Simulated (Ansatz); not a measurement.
BiTe — coordination and 209Bi quadrupole coupling

Cell: a COD entry, its atoms then relaxed with PBE in this cell.

```cif
data_BiTe
_symmetry_space_group_name_H-M 'P-3m1'
_symmetry_Int_Tables_number 164
_cell_length_a 4.4220
_cell_length_b 4.4220
_cell_length_c 24.0500
_cell_angle_alpha 90.000
_cell_angle_beta 90.000
_cell_angle_gamma 120.000
loop_
_atom_site_label
_atom_site_type_symbol
_atom_site_symmetry_multiplicity
_atom_site_Wyckoff_symbol
_atom_site_fract_x
_atom_site_fract_y
_atom_site_fract_z
Bi1 Bi 2 c 0.0000 0.0000 0.1248
Bi3 Bi 2 d 0.3333 0.6667 0.2916
Bi5 Bi 2 d 0.6667 0.3333 0.4650
Te7 Te 2 d 0.3333 0.6667 0.0536
Te9 Te 2 d 0.6667 0.3333 0.2087
Te11 Te 2 c 0.0000 0.0000 0.3636
```

One atom of each set is listed.

Computed with Ansatz: DFT, LDA, plane waves and PAW, scalar-relativistic, 420 eV cutoff, Γ-centred 11×11×2 k-points, Fermi–Dirac smearing 0.05 eV.

Q(209Bi) = -516.0 mb.

(1) Order the Bi environments from the weakest to the strongest quadrupole coupling.
A. Bi1: 6 Te at 3.07–3.25 Å
B. Bi3: 6 Te at 3.08–3.24 Å
C. Bi5: 3 Bi at 3.06 Å, 3 Te at 3.53 Å

## Answers

(1) A (10.9 MHz, η = 0.00), B (33.0 MHz, η = 0.00), C (85.0 MHz, η = 0.00).

An axis of threefold or higher order runs through Bi1, Bi3 and Bi5, so V_zz lies along it and η is zero.

Spin–orbit coupling is left out, which shifts gradients on Bi by a few per cent in wide-gap crystals, and can shift them far more where the calculated gap is small or absent, as here. Newer work puts Q(²⁰⁹Bi) near −420 mb, which would lower these couplings by about a fifth. With a gap of 0.16 eV under a smearing of 0.05 eV the band edges are partly filled, so small gradients can hang on the smearing and the k-mesh.
